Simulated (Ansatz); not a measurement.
Be:
```xyz
2
Lattice="2.2560 0.0000 0.0000 -1.1280 1.9537 0.0000 0.0000 0.0000 3.5611" Properties=species:S:1:pos:R:3 pbc="T T T"
Be     0.0000     1.3025     2.6708
Be     1.1280     0.6512     0.8903
```

Relaxed with r²SCAN+D4. Special points in fractions of this cell's reciprocal vectors: Γ (0.000, 0.000, 0.000); M (0.500, 0.000, 0.000); K (0.333, 0.333, 0.000); A (0.000, 0.000, 0.500); L (0.500, 0.000, 0.500); H (0.333, 0.333, 0.500).

Question: List the band energies nearest the Fermi level at these points for the program Ansatz at the r²SCAN+D4 level (PAW).

Answer: In eV from the Fermi level; about four levels below and three above (degenerate sets whole), none deeper than 8.9 eV; … stands for higher levels left out; points with the same levels are listed once.

```
k              below          above
-  -----------------  -------------
Γ              -4.85         0.99 …
M        -5.46 -3.41    3.90 6.74 …
K  -2.76 -1.11 -1.11              …
A                  –  11.35 11.35 …
L        -3.92 -3.92    1.53 1.53 …
H        -1.21 -1.21    0.27 0.27 …
```

Space group P6_3/mmc (hcp (Mg type)). Symmetry was held in the r²SCAN+D4 relaxation. The pairwise dispersion correction was not fitted to metals.

Potentials: the earlier of the program's two PAW sets.
